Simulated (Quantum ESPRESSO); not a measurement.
Band energies of MgI$_{2}$

```xyz
3
Lattice="4.1255 0.0000 0.0000 -2.0628 3.5728 0.0000 0.0000 0.0000 6.8268" Properties=species:S:1:pos:R:3 pbc="T T T"
Mg     0.0000     0.0000     0.0000
I      0.0000     2.3819     1.6777
I      2.0628     1.1909     5.1491
```

PBEsol (Quantum ESPRESSO, PseudoDojo norm-conserving, 84 Ry, scalar-relativistic); path ΓMKΓALHA,LM,KH; energies in eV from the valence-band maximum.

```
k (1/Å)  point  band 8  band 9  band 10  band 11  band 12  band 13  band 14  band 15
-------  -----  ------  ------  -------  -------  -------  -------  -------  -------
0.00         Γ   -0.44   -0.44    -0.05    -0.05     0.00     3.62     4.68     6.72
0.22             -1.09   -0.64    -0.63    -0.07    -0.06     4.27     5.25     6.10
0.44             -2.23   -1.60    -1.01    -0.27    -0.22     4.48     5.36     6.24
0.77             -2.84   -2.06    -1.37    -0.88    -0.44     3.66     5.24     5.41
0.88         M   -2.89   -1.98    -1.40    -0.98    -0.45     3.60     5.21     5.35
1.01             -2.85   -1.94    -1.58    -0.99    -0.64     3.77     5.39     5.52
1.39         K   -2.44   -2.44    -1.96    -1.33    -1.33     3.79     7.30     7.30
1.59             -2.62   -2.26    -1.61    -1.57    -0.92     4.00     6.84     7.00
1.89             -2.18   -2.16    -1.02    -0.69    -0.33     4.73     6.03     6.51
2.10             -1.38   -1.28    -0.57    -0.25    -0.10     4.64     5.70     5.76
2.30             -0.59   -0.50    -0.19    -0.06    -0.01     3.79     4.84     6.48
2.40         Γ   -0.44   -0.44    -0.05    -0.05     0.00     3.62     4.68     6.72
2.63             -0.72   -0.39    -0.39    -0.09    -0.09     4.18     4.74     6.61
2.86         A   -1.58   -0.33    -0.33    -0.17    -0.17     4.66     4.77     6.52
3.16             -1.80   -0.96    -0.80    -0.61    -0.29     4.72     5.69     6.37
3.35             -2.51   -1.21    -1.01    -0.90    -0.49     4.15     5.45     6.33
3.64             -3.27   -1.18    -1.18    -0.87    -0.71     3.53     5.05     5.65
3.74         L   -3.32   -1.20    -1.17    -0.85    -0.73     3.48     5.04     5.55
3.84             -3.29   -1.42    -1.27    -0.75    -0.72     3.63     5.14     5.64
4.15             -2.95   -2.66    -2.18    -0.61    -0.56     4.68     5.60     5.72
4.25         H   -2.87   -2.87    -2.32    -0.57    -0.57     4.81     5.61     5.61
4.34             -2.91   -2.72    -2.21    -0.61    -0.55     4.74     5.54     5.76
4.53             -2.92   -2.17    -1.72    -0.75    -0.60     4.57     5.50     6.29
4.80             -2.30   -1.41    -1.05    -0.73    -0.65     4.65     5.91     6.45
4.99             -1.74   -0.88    -0.87    -0.47    -0.36     4.86     5.63     6.52
5.26         A   -1.58   -0.33    -0.33    -0.17    -0.17     4.66     4.77     6.52
5.26         L   -3.32   -1.20    -1.17    -0.85    -0.73     3.48     5.04     5.55
5.38             -3.26   -1.35    -1.24    -0.79    -0.68     3.45     4.99     5.77
5.72         M   -2.89   -1.98    -1.40    -0.98    -0.45     3.60     5.21     5.35
5.72         K   -2.44   -2.44    -1.96    -1.33    -1.33     3.79     7.30     7.30
5.84             -2.53   -2.53    -2.01    -1.19    -1.19     3.91     6.90     6.90
6.19         H   -2.87   -2.87    -2.32    -0.57    -0.57     4.81     5.61     5.61
```

The PBEsol gap is indirect, 3.45 eV, from Γ to 25 % of the way from L to M; the smallest direct gap is 3.62 eV.

Without spin-orbit coupling, band edges of such heavy elements can be off by tenths of an eV.

Geometry relaxed with PBE+D3(BJ).
